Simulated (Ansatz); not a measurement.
CuI (zinc blende)

```
CuI
1.0
    0.00000     6.07934     6.07934
    3.03967     3.03967     6.07934
    3.03967     3.03967     0.00000
I Cu
2 2
Direct
  0.00000   0.75000   0.75000
  0.50000   0.75000   0.75000
  0.00000   0.00000   0.00000
  0.50000   0.00000   0.00000
```

The atoms are displaced by Q × the pattern below (from a DFPT mode at X = (0.5, 0.5, 0.0), largest move 1; Q in Å), at fixed cell. (q is in reciprocal vectors of the primitive cell; the cell shown is doubled to hold the pattern.)

```tsv
atom	x	y	z
I1	0.000	0.000	1.000
I2	0.000	0.000	-1.000
```

Atoms not listed stay in place.

All values below come from PBE (plane waves to 420 eV, PAW, scalar-relativistic; Ansatz, a quantum-chemistry and plane-wave program). k mesh 9×9×9 (Γ-centred), Fermi-Dirac smearing 0.05 eV. CuI is run without spin polarisation. CuI was relaxed with its symmetry unable to fall. Spin-orbit coupling is left out, though I is heavy.

At one point of the scan the forces (eV/Å) are:

```json
[
 {"atom": "I1", "Fx": "0.000", "Fy": "0.000", "Fz": "0.636"},
 {"atom": "I2", "Fx": "0.000", "Fy": "0.000", "Fz": "-0.636"},
 {"atom": "Cu3", "Fx": "0.000", "Fy": "0.000", "Fz": "0.000"},
 {"atom": "Cu4", "Fx": "0.000", "Fy": "0.000", "Fz": "0.000"}
]
```

Task: Which point is it?
A) Q = -0.150 Å
B) Q = -0.030 Å
C) Q = -0.090 Å
D) Q = -0.060 Å

Result: C, Q = -0.090 Å

(A displaced cell: forces are minus the slopes of the energy, force constants its curvatures, and phonons follow from these.)
